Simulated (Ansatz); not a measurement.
NaH (rock salt, Fm-3m), r²SCAN in the plane-wave PAW code Ansatz. The conduction-band minimum lies at L, with 4 equivalent valleys. Second derivatives d²E/dk² of the lowest band at one valley (eV·Å²), along Cartesian directions:

```tsv
direction	d²E/dk²
[100]	15.95
[010]	15.95
[001]	15.95
[110]	24.12
[101]	7.782
[011]	7.782
```

**Question.** Find the principal effective masses, the density-of-states mass and the conductivity mass.

**Answer.** Off-diagonal terms follow from H_xy = H[110] − (H_xx + H_yy)/2, and m*/mₑ = 7.620 eV·Å² over each eigenvalue: 0.24, 0.98, 0.98. One valley's DOS mass (m₁m₂m₃)^(1/3) = 0.61, conductivity mass 3/(Σ 1/mᵢ) = 0.48 mₑ.

**Question.** What effective density of states Nc follows at 300 K for parabolic valleys?

**Answer.** Nc = 2.509e19 × 4 × (0.61)^(3/2) ≈ 4.8e19 cm⁻³.

**Question.** With the computed static dielectric constant 8.57 (mean of the diagonal), estimate a hydrogenic donor's binding energy and radius.

**Answer.** E = 13.606 eV × 0.48/8.57² ≈ 89 meV; a = 0.529 Å × ε/m* ≈ 9.4 Å. Semilocal masses tend to be too small where the gap is.

**Question.** With ε∞ = 2.88 and ω_LO = 933 cm⁻¹, what Fröhlich coupling constant follows?

**Answer.** α = (1/ε∞ − 1/ε0) √(m* × 13.606 eV/ħω_LO) = 1.7.

The cell was relaxed with r²SCAN under the symmetry of its start; phonons on a q-mesh show no instability.

Potentials: the later of the program's two PAW sets.
